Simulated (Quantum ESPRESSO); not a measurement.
# An isovalent swap in NaCl

Host, cell and atoms relaxed with PBE and no dispersion term (shieldings by PBE GIPAW (a modified build of Quantum ESPRESSO, JTH PAW datasets), 30 Ha, k-mesh 3×3×3 shifted, f-sum rule met within 0.004 %):

```csv
site,site symmetry,σ_iso (ppm)
"Na (atoms 1, 3, 5, 7)",m-3m,544
"Cl (atoms 2, 4, 6, 8)",m-3m,977
```

Its cell: a = b = c = 5.680 Å, α = β = γ = 90.00°.

Changed cell (atom 2 is the new one; 30 Ha, k-mesh 3×3×3 shifted):

```yaml
crystal:
  lattice:
    - [5.76414, 0.00000, 0.00000]
    - [0.00000, 5.76414, 0.00000]
    - [0.00000, 0.00000, 5.76414]
  atoms:
    - { symbol: Na, position: [0.00000, 0.00000, 0.00000] }
    - { symbol: Br, position: [0.50000, 0.00000, 0.00000] }
    - { symbol: Na, position: [0.00000, 0.50000, 0.50000] }
    - { symbol: Cl, position: [0.50000, 0.50000, 0.50000] }
    - { symbol: Na, position: [0.50000, 0.00000, 0.50000] }
    - { symbol: Cl, position: [0.00000, 0.00000, 0.50000] }
    - { symbol: Na, position: [0.50000, 0.50000, 0.00000] }
    - { symbol: Cl, position: [0.00000, 0.50000, 0.00000] }
```
The cell was made here from a computed Materials Project entry: one of 4 Cl replaced by Br, cell and atoms relaxed (PBE without dispersion, pw.x of Quantum ESPRESSO, symmetry kept). The parent is NaCl in Fm-3m. The swapped cell is a model, not a known phase. Stability against distortions was not tested.

These are absolute shieldings with no macroscopic susceptibility term; δ = σ_ref − σ needs a reference computed alike. In our sweeps, cutoffs and meshes of this size left a few ppm, and up to some 20 ppm on atoms from Zn on. Spin–orbit coupling is left out; its weight grows with the heaviest atom, Br here. The datasets of Na, Br, Cl hold no d projectors, which limits absolute σ on these atoms. The structure is static (0 K, no zero-point motion).

Q: What do the sites of the changed cell show?

A: 
| site | distance to atom 2 (Å) | σ_iso (ppm) | change from the host | span Ω (ppm) |
|---|---|---|---|---|
| Na1 (atoms 1, 5, 7) | 2.88 | 542 | -3 | 12 |
| Br (atom 2) | – | 2785 | – | 0 |
| Na2 (atom 3) | 4.99 | 549 | +5 | 0 |
| Cl (atoms 4, 6, 8) | 4.08 | 971 | -7 | 12 |
Ω = σ33 − σ11 is nil on cubic sites and else less certain than σ_iso.
The swap repeats in every cell, so this is an ordered compound and not a dilute impurity.
